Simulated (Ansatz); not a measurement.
ZnS (zinc blende)

```xyz
2
Lattice="0.0000 2.6783 2.6783 2.6783 0.0000 2.6783 2.6783 2.6783 0.0000" Properties=species:S:1:pos:R:3 pbc="T T T"
S      4.0175     4.0175     4.0175
Zn     0.0000     0.0000     0.0000
```

In this cell atom 2 (Zn, nearest neighbour S at 2.320 Å; its periodic images, 3.8 Å or more away, move with it) is moved by s along Cartesian [110], unit vector (0.707, 0.707, 0.000); all other atoms and the cell stay fixed.

All values below come from PBEsol (plane waves to 420 eV, PAW, scalar-relativistic; Ansatz, a quantum-chemistry and plane-wave program). k mesh 9×9×9 (Γ-centred), Fermi-Dirac smearing 0.05 eV. Energies are smeared free energies. ZnS was relaxed with its symmetry unable to fall. The zero of ΔE is the undisplaced structure.

```csv
s (Å),ΔE (meV/cell)
-0.460,765
-0.368,464
-0.276,249
-0.184,withheld
-0.092,26
0.000,0
0.092,26
0.184,withheld
0.276,249
0.368,464
0.460,765
```

Question: Fit an even polynomial form (powers 2, 4) to the given rows and predict ΔE at s = -0.184.

Answer: Least squares on the 9 given rows: ΔE = (3081)·s² + (2528)·s⁴, in meV/cell with s in Å; root-mean-square residual 0.3 meV/cell. At -0.184 the fit gives 107 meV/cell; the calculation gives 107 meV/cell, the same to the digits shown. The quadratic term alone would give 104 meV/cell.

(For displaced atoms, the force is minus the slope of the energy, and its curvature is a force constant, which sets phonon frequencies.)
